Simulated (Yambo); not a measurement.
Yambo input for BeSe (zinc blende, space group F-43m, No. 216) under isotropic strain of +1 % on all lattice vectors (a = b = c = 3.664 Å, α = β = γ = 60.00°), on PBEsol (pw.x of Quantum ESPRESSO, ONCV potentials, no spin-orbit coupling) wavefunctions on a 18×18×18 mesh:

```
optics
chi
dipoles
kernel
FFTGvecs= 40 Ry
Chimod= "HARTREE"
NGsBlkXd= 4 Ry
% QpntsRXd
 1 | 1 |
%
% BndsRnXd
 7 | 29 |
%
GrFnTpXd= "R"
% EnRngeXd
 0.0 | 20.0 | eV
%
% DmRngeXd
 0.2 | 0.2 | eV
%
CGrdSpXd= 50
ETStpsXd= 161
% LongDrXd
 1.0 | 0.0 | 0.0 |
%
```

First lines of the file o-*.eps_q1_inv_rpa_dyson:

```
Absorption @ Q(1):   1.00000000     0.00000000     0.00000000    [q->0 direction]
#
# [ X ] Hartree size     :   51
# [GEN] GF Energies     : Perdew, Burke & Ernzerhof SOL(X)+Perdew, Burke & Ernzerhof SOL(C)
# [GEN] Green`s Function     : Retarded
#
# [GEN] Gauge     : Length
# [GEN] [r,Vnl] included     : yes
#
#    E[1] [eV]     Im(eps)     Re(eps)     Im(eps_o)     Re(eps_o)
#
     0.000000     -0.23076E-14     5.740143     -0.12350E-18     6.612696
     0.125000     0.005419     5.741828     0.006861     6.614830
     0.250000     0.010865     5.746892     0.013758     6.621241
     0.375000     0.016368     5.755361     0.020729     6.631964
     0.500000     0.021955     5.767279     0.027810     6.647056
     0.625000     0.027656     5.782706     0.035042     6.666597
     0.750000     0.033505     5.801723     0.042467     6.690693
     0.875000     0.039534     5.824431     0.050128     6.719476
     1.000000     0.045780     5.850952     0.058076     6.753106
     1.125000     0.052285     5.881434     0.066362     6.791777
     1.250000     0.059092     5.916047     0.075046     6.835715
     1.375000     0.066252     5.954995     0.084194     6.885184
     1.500000     0.073820     5.998509     0.093881     6.940493
     1.625000     0.081862     6.046861     0.104191     7.001997
     1.750000     0.090450     6.100364     0.115222     7.070108
     1.875000     0.099671     6.159377     0.127089     7.145302
     2.000000     0.109624     6.224318     0.139923     7.228131
     2.125000     0.120429     6.295670     0.153884     7.319232
     2.250000     0.132226     6.373994     0.169157     7.419347
     2.375000     0.145186     6.459944     0.185972     7.529342
     2.500000     0.159518     6.554286     0.204604     7.650233
     2.625000     0.175480     6.657925     0.225396     7.783219
     2.750000     0.193394     6.771934     0.248777     7.929724
     2.875000     0.213673     6.897601     0.275292     8.091454
     3.000000     0.236854     7.036484     0.305649     8.270476
     3.125000     0.263653     7.190488     0.340788     8.469315
     3.250000     0.295050     7.361981     0.381987     8.691106
     3.375000     0.332444     7.553949     0.431054     8.939793
     3.500000     0.377921     7.770218     0.490652     9.220420
     3.625000     0.434800     8.015751     0.564957     9.539524
     3.750000     0.508812     8.296902     0.661034     9.905501
     3.875000     0.610587     8.620669     0.791748     10.32796
     4.000000     0.757656     8.989279     0.978426     10.81203
```
(The file goes on to the top of the energy range.) Convergence of the RPA response with its 18×18×18 mesh was not tested.

Geometry strained from the cell relaxed with PBEsol, atoms relaxed again.
